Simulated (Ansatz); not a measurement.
## How far is PAW off for CuI2?

```yaml
crystal:
  lattice:
    - [0.00000, 3.58600, 3.58600]
    - [3.58600, 0.00000, 3.58600]
    - [3.58600, 3.58600, 0.00000]
  atoms:
    - { symbol: Cu, position: [0.00000, 0.00000, 0.00000] }
    - { symbol: I, position: [0.25000, 0.25000, 0.25000] }
    - { symbol: I, position: [0.75000, 0.75000, 0.75000] }
```

Atoms are numbered in the order listed.

The conventional cell has a = 7.172 Å, b = 7.172 Å, c = 7.172 Å, α = 90.00°, β = 90.00°, γ = 90.00°. Around Cu (atom 1) lie 8 I at 3.11 Å. Around I (atom 2) lie 4 Cu at 3.11 Å.

The cell was built from the fluorite type and relaxed in the same program, and has space group Fm-3m; it needn't be a known or the stable phase.

No spin–orbit coupling, which matters for the heavy atoms here.

Methods: DFT, PBE, PAW with Ansatz's default frozen-core files, scalar-relativistic (Ansatz 0.2.0); DFT, PBE, all-electron LAPW, scalar-relativistic (Ansatz 0.2.0).

For PAW: a Γ-centred 12×12×12 k mesh, Fermi–Dirac smearing of 0.03 eV, cutoff 420 eV, no spin polarisation. LAPW targets a basis error of 1 meV/atom. The Ansatz runs share mesh, smearing and spin set-up. Plane-wave (PAW) pressures include the program's estimate of the Pulay term.

Stress and pressure are positive in compression.

Levels count from the Fermi level.

PAW results:

```csv
quantity,PAW
pressure (GPa),0.00
highest filled level at X (eV),-1.475
lowest empty level at X (eV),0.243
highest filled level at K (eV),-0.202
lowest empty level at K (eV),0.292
highest filled level at U (eV),-0.202
lowest empty level at U (eV),0.292
```

(1) What does full-potential LAPW give for the same quantities?

## Answers

(1) 
| quantity | LAPW |
| --- | --- |
| pressure (GPa) | 0.00 |
| highest filled level at X (eV) | -1.475 |
| lowest empty level at X (eV) | 0.243 |
| highest filled level at K (eV) | -0.202 |
| lowest empty level at K (eV) | 0.292 |
| highest filled level at U (eV) | -0.202 |
| lowest empty level at U (eV) | 0.292 |
